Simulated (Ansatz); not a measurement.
BeS (wurtzite, P6_3mc), plane-wave PAW r²SCAN (Ansatz code). The conduction-band minimum lies at K, with 2 equivalent valleys. Second derivatives d²E/dk² of the lowest band at one valley (eV·Å²), along Cartesian directions:

```
direction  d²E/dk²
---------  -------
[100]        14.94
[010]        14.94
[001]        25.47
[110]        14.94
[101]        20.20
[011]        20.20
```

### Question
Find the principal effective masses, the density-of-states mass and the conductivity mass.

### Answer
Off-diagonal terms follow from H_xy = H[110] − (H_xx + H_yy)/2, and m*/mₑ = 7.620 eV·Å² over each eigenvalue: 0.30, 0.51, 0.51. One valley's DOS mass (m₁m₂m₃)^(1/3) = 0.43, conductivity mass 3/(Σ 1/mᵢ) = 0.41 mₑ.

### Question
What effective density of states Nc follows at 300 K for parabolic valleys?

### Answer
Nc = 2.509e19 × 2 × (0.43)^(3/2) ≈ 1.4e19 cm⁻³.

The start of the workflow was typed in or built on a structure type; neither database checked (COD, Materials Project) lists it. COD files the formula under space group No. 216, so this cell is another polymorph or a model. Its standing as an ambient phase is unchecked. The cell was relaxed with r²SCAN under the symmetry of its start; whether a distortion lowers the energy is not shown.

Potentials: the later of the program's two PAW sets.

Edges and masses are those of Kohn–Sham bands, whose gap is no quasiparticle gap.
